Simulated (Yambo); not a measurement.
# MgLa$_{2}$NiO$_{6}$: sweep of GW parameters

G0W0@PBEsol for MgLa2NiO6 (space group R-3, No. 148) in Yambo. Reference settings: 2×2×2 Γ-centred k mesh, bands 6 to 189 and a 7 Ry block in the screening, 189 bands in G with the Bruneval-Gonze terminator, plasmon pole fitted at 27.2 eV. The PBEsol gap F → F on this mesh is 1.13 eV; G0W0 gaps are taken between the same points.

```tsv
change from the reference	G0W0 gap F → F (eV)	shift of the valence edge (eV)	rough Yambo cost
reference settings	2.25	-0.14	1
85 bands in W, 85 bands in G	2.23	-0.01	about 1/2
130 bands in W, 130 bands in G	2.27	-0.08	within a factor of two
85 bands in G	2.22	-0.12	–
130 bands in G	2.26	-0.14	–
101 bands in W	2.25	-0.06	within a factor of two
2 Ry block	3.06	-0.88	within a factor of two
3 Ry block	2.71	-0.50	within a factor of two
6 Ry block	2.34	-0.20	within a factor of two
pole fitted at 55 eV	2.29	-0.19	–
no random integration	2.20	0.12	–
85 bands in G, no terminator	2.21	0.53	–
130 bands in G, no terminator	2.30	0.24	–
no terminator	2.26	0.10	–
```

The reference isn't shown to be the converged limit. Costs are rough (shared machines), scaled to the same edge states, and given only for runs that recompute the screening.

The 3d shell has no Hubbard U; the runs are without spin polarisation, and magnetic order was not tried. The 4f states are in the valence at their DFT position.

Geometry of the Materials Project entry, not relaxed at this level; primitive cell a = b = c = 5.4270 Å, α = β = γ = 61.21°.

The structure is a Materials Project entry; no match was found in the copy of COD used, and its stability was not checked.

A shift is the quasiparticle energy of the state minus its PBEsol energy.
